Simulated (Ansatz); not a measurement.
In3GaAs4: vibrational free energy, entropy and heat capacity

These are results of DFT PBE, scalar-relativistic, plane waves, PAW in Ansatz 0.2.0, not measurements. Settings: 420 eV plane-wave cutoff, Γ-centred 12×12×4 mesh, Fermi-Dirac smearing of 0.15 eV. No spin polarisation. Phonons by linear response, acoustic sum rule imposed.

Relaxed structure:
```
In Ga As
1.0
     4.28926    0.00000    0.00000
    -2.14463    3.71461    0.00000
     0.00000    0.00000   14.13325
In Ga As
3 1 4
Direct
  0.00000 0.00000 0.25058
  0.66667 0.33333 0.99440
  0.66667 0.33333 0.50690
  0.00000 0.00000 0.75048
  0.00000 0.00000 0.43988
  0.00000 0.00000 0.92775
  0.66667 0.33333 0.18379
  0.66667 0.33333 0.69721
```

The structure comes from a generated guess, relaxed at this level; another structure or a mixture of phases may lie lower. In a metal, frequencies and elastic constants depend on the k mesh and the smearing, soft modes and shear constants most. The q mesh is coarse, so values between its points are rough.

Force constants from linear response on a 2×2×1 q mesh, interpolated to a fine mesh.

Phonon density of states, in bins of 5 cm⁻¹:
bin centre (cm⁻¹), share of modes (%) and a bar:
```
     -7.5        0.0
     -2.5        0.0
      2.5        0.0
      7.5        0.0
     12.5        0.1
     17.5        0.3 #
     22.5        0.5 #
     27.5        0.7 ##
     32.5        1.1 ##
     37.5        2.2 #####
     42.5        5.3 ############
     47.5        4.7 ##########
     52.5        3.3 #######
     57.5        2.7 ######
     62.5        3.1 #######
     67.5        2.6 ######
     72.5        2.8 ######
     77.5        2.2 #####
     82.5        1.6 ####
     87.5        0.6 #
     92.5        0.6 #
     97.5        0.6 #
    102.5        0.6 #
    107.5        0.6 #
    112.5        0.7 #
    117.5        0.8 ##
    122.5        1.0 ##
    127.5        1.5 ###
    132.5        1.3 ###
    137.5        1.5 ###
    142.5        1.5 ###
    147.5        1.8 ####
    152.5        2.0 ####
    157.5        1.4 ###
    162.5        0.5 #
    167.5        0.0
    172.5        1.5 ###
    177.5        1.1 ###
    182.5        1.4 ###
    187.5        3.7 ########
    192.5        5.1 ###########
    197.5        4.0 #########
    202.5        4.9 ###########
    207.5       13.4 ##############################
    212.5       10.4 #######################
    217.5        0.3 #
    222.5        2.1 #####
    227.5        1.7 ####
    232.5        0.4 #
```

Question: What is the zero-point energy per atom?

Answer: 26.4 meV.

Question: How large are the vibrational entropy and heat capacity at 300 K?

Answer: S = 4.73 k_B and C_V = 2.86 k_B per atom, 95 % of the Dulong–Petit value.

Question: Tabulate them against temperature.

Answer:
```tsv
T (K)	F_vib (meV/atom)	S (k_B/atom)	C_V (k_B/atom)
100	19.3	1.91	2.09
200	-5.0	3.60	2.71
300	-41.2	4.73	2.86
400	-85.7	5.56	2.92
500	-136.6	6.22	2.95
600	-192.6	6.76	2.96
700	-252.8	7.22	2.97
800	-316.8	7.61	2.98
900	-383.9	7.97	2.98
1000	-453.9	8.28	2.99
```
